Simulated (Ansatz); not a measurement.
AlN, in the lowest among the structures calculated here: P6₃mc (No. 186), hP4, wurtzite type; a = b = 3.107 Å, c = 4.978 Å, α = β = 90.00°, γ = 120.00°; Al 2b (0.667, 0.333, 0.003); N 2b (0.333, 0.667, 0.122). All values below come from r2SCAN (plane waves to 500 eV, PAW, scalar-relativistic; Ansatz, a first-principles code). Element references, the lowest calculated here: N (Pa-3), Al (Fm-3m); gases are represented by their molecular solids.

Problem. What is the computed formation energy of this P6₃mc form of AlN from the elements (r2SCAN)?

Solution. -1.62 eV/atom.

Static energies, no anion corrections, no zero-point energy. Values are rounded to 0.01 eV/atom. The compounds carry no spin polarisation.
